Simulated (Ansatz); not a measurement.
A relaxed cell of ZrAl3N4 is given with its symmetry left out. The cell was found from a structure generator's guess, not taken from experiment.

All numbers below come from DFT PBE, scalar-relativistic, plane waves, PAW in Ansatz. Cutoff 420 eV, Γ-centred mesh, Gaussian smearing, no spin polarisation.

```
CELL_PARAMETERS angstrom
-2.15985 2.15985 4.17776
2.15985 -2.15985 4.17776
2.15985 2.15985 -4.17776
ATOMIC_POSITIONS crystal
Zr 0.00000 0.00000 0.00000
Al 0.50000 0.50000 0.00000
Al 0.25000 0.75000 0.50000
Al 0.75000 0.25000 0.50000
N 0.73207 0.73207 0.00000
N 0.26793 0.26793 0.00000
N 0.50000 0.00000 0.50000
N 0.00000 0.50000 0.50000
```

The zero of energy is the elements' standard structures at the same level (N₂ as a molecule); no fitted shifts are applied.

Problem. Find its symmetry and describe it.

Solution. I4/mmm (No. 139), with Zr and Al ordered on rock salt sites. Conventional cell: a = 4.320 Å, c = 8.356 Å. Around Zr lie 6 N at 2.16–2.24 Å and 12 Al at 3.00–3.05 Å; Al on a site of symmetry 4/mmm has 2 N at 1.94 Å, 4 N at 2.16 Å, 8 Al at 3.00 Å and 4 Zr at 3.05 Å; Al on a site of symmetry -4m2 has 6 N at 2.09–2.17 Å, 4 Zr at 3.00 Å and 8 Al at 3.00–3.05 Å; around N on a site of symmetry 4mm lie 1 Al at 1.94 Å, 4 Al at 2.17 Å and 1 Zr at 2.24 Å; 1 more site not described.

Problem. How far does it lie from the elements in energy?

Solution. −1.01 eV/atom.

Problem. Is it a metal?

Solution. Yes, bands cross the Fermi level on the 12×12×12 mesh.

The last run used a 12×12×12 mesh for its 8-atom cell and Gaussian smearing of 0.10 eV. Symmetry constrained the relaxation, so the result can be a saddle point. Another cell of ZrAl3N4 relaxed alike, in P4/mmm, lies 88 meV/atom lower, so this cell isn't the stable form at this level.
